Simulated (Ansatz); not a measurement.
Relaxed La2O3 (A-La2O3 type, space group P-3m1):

```
La2O3
1.0
    3.94027     0.00000     0.00000
   -1.97014     3.41238     0.00000
    0.00000     0.00000    12.37598
La O
4 6
Direct
  0.33333   0.66667   0.12369
  0.33333   0.66667   0.62369
  0.66667   0.33333   0.37631
  0.66667   0.33333   0.87631
  0.00000   0.00000   0.00000
  0.00000   0.00000   0.50000
  0.33333   0.66667   0.32264
  0.33333   0.66667   0.82264
  0.66667   0.33333   0.17736
  0.66667   0.33333   0.67736
```

The atoms are displaced by Q × the pattern below (from a DFPT mode at A = (0.0, 0.0, 0.5), largest move 1; Q in Å), at fixed cell. (q is in reciprocal vectors of the primitive cell; the cell shown is doubled to hold the pattern.)

| atom | x | y | z |
|---|---|---|---|
| La1 | 0.000 | 0.000 | 0.798 |
| La2 | 0.000 | 0.000 | -0.798 |
| La3 | 0.000 | 0.000 | -0.798 |
| La4 | 0.000 | 0.000 | 0.798 |
| O5 | 0.000 | 0.000 | 1.000 |
| O6 | 0.000 | 0.000 | -1.000 |
| O7 | 0.000 | 0.000 | -0.503 |
| O8 | 0.000 | 0.000 | 0.503 |
| O9 | 0.000 | 0.000 | 0.503 |
| O10 | 0.000 | 0.000 | -0.503 |

Computed with PBE (plane waves to 420 eV, PAW, scalar-relativistic; Ansatz, a quantum-chemistry and plane-wave program). k mesh 10×10×3 (Γ-centred), Fermi-Dirac smearing 0.05 eV. E stands for the smeared free energy. La2O3 is run without spin polarisation. La2O3 was relaxed with its symmetry unable to fall. The zero of ΔE is the undisplaced structure.

| Q (Å) | ΔE (meV/cell) |
|---|---|
| -0.1000 | 148.6 |
| -0.0833 | 102.5 |
| -0.0667 | 65.2 |
| -0.0500 | withheld |
| -0.0333 | 16.2 |
| -0.0167 | 4.0 |
| 0.0000 | 0.0 |
| 0.0167 | 4.0 |
| 0.0333 | 16.2 |
| 0.0500 | withheld |
| 0.0667 | 65.2 |
| 0.0833 | 102.5 |
| 0.1000 | 148.6 |

**Question.** Fit an even polynomial form (powers 2, 4) to the given rows and predict ΔE at Q = -0.0500.

**Answer.** Least squares on the 11 given rows: ΔE = (14530)·Q² + (33700)·Q⁴, in meV/cell with Q in Å; root-mean-square residual 0.07 meV/cell. At -0.0500 the fit gives 36.5 meV/cell; the calculation gives 36.5 meV/cell, the same to the digits shown. The quadratic term alone would give 36.3 meV/cell.

(For displaced atoms, the force is minus the slope of the energy, and its curvature is a force constant, which sets phonon frequencies.)
